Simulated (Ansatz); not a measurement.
InSb:
Space group P6₃mc (No. 186); a = 4.6287 Å, b = 4.6287 Å, c = 15.1830 Å, α = 90.00°, β = 90.00°, γ = 120.00°

```tsv
atom	site	symmetry	x	y	z
In	2b	3m.	0.3333	0.6667	0.4999
Sb	2b	3m.	0.6667	0.3333	0.1877
In	2a	3m.	0.0000	0.0000	0.2503
Sb	2a	3m.	0.0000	0.0000	0.4371
```

Relaxed with r²SCAN.

Q: Which orbitals make up the states near the Fermi level in DFT-r²SCAN in the program Ansatz with PAW potentials?

A: Within 0.5 eV of the Fermi level: Sb 5p 80 %, In 5p 18 %. Projections are on Löwdin-orthogonalised atomic valence shells; empty p or d shells of many metals are not among them.

Q: Tabulate the density of states.

A: States/eV per cell of 8 atoms, in 0.25 eV bins, energy from the Fermi level.

```
E (eV)  total  Sb 5p  In 5p  In 5s
------  -----  -----  -----  -----
-7.85    0.00   0.00   0.00   0.00
-7.60    0.00   0.00   0.00   0.00
-7.35    0.00   0.00   0.00   0.00
-7.10    0.00   0.00   0.00   0.00
-6.85    0.00   0.00   0.00   0.00
-6.60    0.00   0.00   0.00   0.00
-6.35    0.00   0.00   0.00   0.00
-6.10    0.00   0.00   0.00   0.00
-5.85    6.87   2.91   0.24   3.56
-5.60    5.45   2.28   0.36   2.52
-5.35    5.47   2.28   0.46   2.32
-5.10    3.15   1.31   0.27   1.25
-4.85    2.25   0.94   0.20   0.85
-4.60    1.76   0.73   0.16   0.63
-4.35    1.40   0.59   0.12   0.48
-4.10    1.14   0.48   0.10   0.38
-3.85    0.93   0.40   0.08   0.30
-3.60    0.77   0.33   0.07   0.24
-3.35    1.36   0.67   0.36   0.20
-3.10    5.09   2.81   1.88   0.23
-2.85    4.90   2.76   1.74   0.24
-2.60    6.61   3.83   2.33   0.25
-2.35    5.98   3.57   2.05   0.20
-2.10    6.50   4.03   2.16   0.16
-1.85    7.55   4.82   2.41   0.16
-1.60    8.54   5.66   2.60   0.13
-1.35    7.63   5.21   2.19   0.10
-1.10    5.58   3.94   1.49   0.06
-0.85    3.36   2.45   0.81   0.03
-0.60    2.13   1.62   0.46   0.01
-0.35    1.28   1.03   0.23   0.00
-0.10    0.32   0.26   0.04   0.00
0.15     0.00   0.00   0.00   0.00
0.40     0.01   0.00   0.00   0.00
0.65     0.03   0.01   0.00   0.01
0.90     0.26   0.07   0.05   0.09
1.15     1.42   0.34   0.37   0.42
1.40     3.87   1.03   1.02   1.11
1.65     5.41   1.58   1.41   1.48
1.90     6.67   2.05   1.74   1.74
2.15     5.65   1.85   1.47   1.36
2.40     4.26   1.55   1.00   1.04
2.65     4.13   1.40   1.15   0.84
2.90     3.57   0.93   1.45   0.47
3.15     7.92   1.51   4.36   0.60
3.40     4.15   1.00   2.08   0.32
3.65     4.92   1.18   2.63   0.30
3.90     8.24   1.90   4.53   0.33
4.15     6.51   1.53   3.52   0.23
4.40     6.94   1.67   3.54   0.25
4.65     6.92   1.68   3.40   0.27
```

Space group P6_3mc. The start of the workflow was typed in or built on a structure type; neither database checked (COD, Materials Project) lists it. It is not the phase usual at ambient conditions (space group No. 216). Symmetry was held in the r²SCAN relaxation; whether a distortion lowers the energy is not shown. Spin–orbit coupling is left out wherever it is not named.

Potentials: the later of the program's two PAW sets.
